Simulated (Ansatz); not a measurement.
A distorted cell of BaTiO3 (cubic perovskite):

```
CELL_PARAMETERS angstrom
      3.99442     0.00000     0.00000
      0.00000     3.99442     0.00000
      0.00000     0.00000     3.99442
ATOMIC_POSITIONS crystal
  Ba 0.00000 0.00000 0.00000
  Ti 0.50000 0.50000 0.50000
  O  0.00000 0.50000 0.50000
  O  0.50000 0.50000 0.00000
  O  0.50000 0.05007 0.50000
```

These are r2SCAN (plane waves to 500 eV, PAW, scalar-relativistic; Ansatz, a first-principles code) values and carry that method's errors. k mesh 7×7×7 (Γ-centred), Fermi-Dirac smearing 0.05 eV. Energies are smeared free energies. Stress and pressure are positive under compression. BaTiO3 is run without spin polarisation. BaTiO3 was relaxed with its symmetry unable to fall. The PAW data are Ansatz's earlier set. This is a high-temperature form of BaTiO3.

Predict the force on every atom, in eV/Å.


| atom | Fx | Fy | Fz |
|---|---|---|---|
| Ba1 | 0.000 | 0.257 | 0.000 |
| Ti2 | 0.000 | -0.381 | 0.000 |
| O3 | 0.000 | 0.909 | 0.000 |
| O4 | 0.000 | 0.909 | 0.000 |
| O5 | 0.000 | -1.693 | 0.000 |

What is the stress tensor (GPa)?


```
   1.57     0.00     0.00
   0.00     6.30     0.00
   0.00     0.00     1.57
```
The pressure, a third of the trace, is 3.15 GPa.

In it atom 5 sits (0.000, 0.200, 0.000) Å away from its relaxed site. What is its energy relative to the relaxed cell?

134.8 meV/cell.

(For displaced atoms, the force is minus the slope of the energy, and its curvature is a force constant, which sets phonon frequencies.)
